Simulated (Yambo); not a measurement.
NaTaO₃ (space group P4/mbm, No. 127), G0W0@LDA in Yambo (2×2×4 mesh, plasmon pole; 7 Ry block, no terminator). The number N of bands in W and G is varied.

```tsv
N	x = 1/N	gap Z → Γ (eV)	shift of the valence edge (eV)
84	0.01190	4.304	0.094
113	0.00885	4.142	-0.007
151	0.00662	4.068	-0.143
189	0.00529	?	?
```

Problem. Basis-set arguments suggest E = E∞ + A x. Fix A and E∞ from the two rows above the withheld one, predict the row at 189 bands, and test the form.

Solution. Gap: A = (4.068 − (4.142))/(0.00662 − 0.00885) = 33.2, E∞ = 3.848 eV, so 4.024 eV is predicted; the run gave 4.001 eV (miss 23 meV). The first two rows have slope 53.1, so the form doesn't hold yet over the whole range. Shift: A = (-0.143 − (-0.007))/(0.00662 − 0.00885) = 61.0, E∞ = -0.547 eV, so -0.224 eV is predicted; the run gave -0.224 eV (miss 0 meV). The first two rows have slope 33.1, so the form doesn't hold yet over the whole range. The other settings are held fixed.

Spin-orbit coupling is not included.

Geometry of the Materials Project entry, not relaxed at this level; primitive cell a = b = 5.477 Å, c = 3.959 Å, α = β = γ = 90.00°.

This is not the ordinary phase of the substance.

A shift is the quasiparticle energy of the state minus its LDA energy.
